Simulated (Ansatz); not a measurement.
Li₂O (anti-fluorite)

Space group Fm-3m (No. 225); a = 4.626 Å, b = 4.626 Å, c = 4.626 Å, α = 90.00°, β = 90.00°, γ = 90.00°

```tsv
atom	site	symmetry	x	y	z
Li	8c	-43m	0.2500	0.2500	0.2500
O	4a	m-3m	0.0000	0.0000	0.0000
```
(The calculation used a cell of 3 atoms; values per cell refer to that cell.)

The relaxed cell is deformed in two ways at once: its volume V is scaled, and at that volume it is stretched along z (the c axis of the conventional cell) so that c/a changes. Fractional atomic positions are held.

Computed with PBE (plane waves to 420 eV, PAW, scalar-relativistic; Ansatz, a quantum-chemistry and plane-wave program). k mesh 12×12×12 (Γ-centred), Fermi-Dirac smearing 0.05 eV. Energies are smeared free energies. Li2O was relaxed with its symmetry unable to fall.

Changes of ΔE (eV/atom) from the point V/V₀ = 1.000, (c/a)/(c/a)₀ = 1.000 when one coordinate moves alone (two changes are said to add if the coupling is within 5 % of the smaller one, nearly so within 20 %):

| point | change |
|---|---|
| V/V₀ = 1.000, (c/a)/(c/a)₀ = 0.880 | 0.04918 |
| V/V₀ = 1.000, (c/a)/(c/a)₀ = 0.920 | 0.02128 |
| V/V₀ = 1.000, (c/a)/(c/a)₀ = 0.960 | 0.00520 |
| V/V₀ = 0.920, (c/a)/(c/a)₀ = 1.000 | 0.01495 |
| V/V₀ = 0.947, (c/a)/(c/a)₀ = 1.000 | 0.00635 |
| V/V₀ = 0.973, (c/a)/(c/a)₀ = 1.000 | 0.00154 |
| V/V₀ = 1.027, (c/a)/(c/a)₀ = 1.000 | 0.00140 |
| V/V₀ = 1.053, (c/a)/(c/a)₀ = 1.000 | 0.00535 |
| V/V₀ = 1.080, (c/a)/(c/a)₀ = 1.000 | 0.01158 |
| V/V₀ = 1.000, (c/a)/(c/a)₀ = 1.040 | 0.00498 |
| V/V₀ = 1.000, (c/a)/(c/a)₀ = 1.080 | 0.01951 |
| V/V₀ = 1.000, (c/a)/(c/a)₀ = 1.120 | 0.04308 |

What is the change at V/V₀ = 1.053, (c/a)/(c/a)₀ = 1.120, where both move, and how far is it from the sum?

The sum of the single changes is 0.00535 + (0.04308) = 0.04843; the calculation gives 0.04852, so they add (within 5 % of the smaller single change).

Do the two effects add at V/V₀ = 1.027, (c/a)/(c/a)₀ = 0.920? Give the computed change.

The sum of the single changes is 0.00140 + (0.02128) = 0.02268; the calculation gives 0.02275, so they add (within 5 % of the smaller single change).

What is the change at V/V₀ = 0.973, (c/a)/(c/a)₀ = 1.120, where both move, and how far is it from the sum?

The sum of the single changes is 0.00154 + (0.04308) = 0.04462; the calculation gives 0.04451, so the coupling contributes -0.00011 (under 20 % of the smaller single change, nearly additive).

(Under strain, the slope of the energy per volume gives the stress and its curvature an elastic modulus.)
